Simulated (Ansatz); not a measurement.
# Spinel alloy of ZnGa2O4 and ZnAl2O4 (2 of 16 Ga sites exchanged), 56 atoms

Ansatz, PAW, plane waves. PBEsol relaxation of volume and atoms (shape held) at the single k point (¼, ¼, ¼) without its symmetry partners; single points on the relaxed atoms at the Γ point alone, onto which points of the small cell's zone fold. Arrangement: quasirandom. No spin–orbit coupling unless named.

Relaxed structure:

```
Zn Ga O Al
1.0
     8.30965    0.00000    0.00000
     0.00000    8.30965    0.00000
     0.00000    0.00000    8.30965
Zn Ga O Al
8 14 32 2
Cartesian
  7.2544 3.1272 3.1303
  3.1319 7.2492 3.1311
  3.1323 3.1274 7.2525
  1.0596 1.0384 1.0401
  7.2528 7.2473 7.2506
  5.1796 5.1923 1.0385
  5.1792 1.0360 5.1951
  1.0596 5.1929 5.1948
  4.1654 8.2927 8.2958
  6.2332 2.0738 8.3085
  6.2335 8.3058 2.0767
  0.0015 4.1512 8.3093
  2.0910 6.2191 8.2956
  0.0016 8.3069 4.1540
  2.0919 2.0879 4.1644
  2.0920 4.1618 2.0905
  4.1662 2.0875 2.0906
  6.2105 6.2248 4.1569
  2.0911 8.2932 6.2220
  6.2105 4.1542 6.2273
  0.0018 6.2293 2.0763
  0.0017 2.0736 6.2319
  4.2485 0.0883 1.9849
  6.1420 1.9824 1.9850
  4.2484 1.9818 0.0914
  6.1420 0.0865 0.0895
  0.0987 4.2460 1.9929
  1.9926 6.1402 1.9771
  0.0982 6.1343 0.0828
  1.9933 4.2397 0.0987
  0.0980 0.0802 6.1372
  1.9927 1.9743 6.1429
  0.0991 1.9905 4.2487
  1.9931 0.0960 4.2427
  2.1854 2.1765 2.1791
  4.0807 4.0845 2.2372
  4.0805 2.2346 4.0872
  2.2290 4.0763 4.0784
  4.2184 4.2872 6.0957
  6.0697 6.1399 6.1427
  4.2185 6.0930 4.2899
  6.0711 4.2373 4.2401
  6.3207 6.3216 2.1717
  8.2222 8.2141 2.1693
  8.2071 6.3146 4.0684
  6.3196 8.2111 4.0615
  6.3205 2.1691 6.3244
  8.2075 4.0657 6.3171
  8.2218 2.1667 8.2166
  6.3196 4.0588 8.2135
  2.2292 6.3066 6.3090
  4.0787 8.1454 6.2988
  4.0786 6.2959 8.1480
  2.1839 8.2054 8.2082
  4.1477 4.1658 4.1686
  4.1471 6.2143 6.2170
```

What are the mean bond lengths by pair (pairs within 1.2 times the sum of covalent radii, less contacts 15 % beyond the pair's median; cation–cation pairs of compounds aside; long ionic contacts are cut short by that bound)?

Al–O 1.930 ± 0.004 Å (standard deviation, 12 bonds); Ga–O 1.994 ± 0.005 Å (standard deviation, 84 bonds); O–Zn 1.967 ± 0.002 Å (standard deviation, 32 bonds).

What gap lies between the top filled and the lowest empty level in the single points?

HSE06 4.72 eV (120 s on 7 threads of Neoverse-V2).
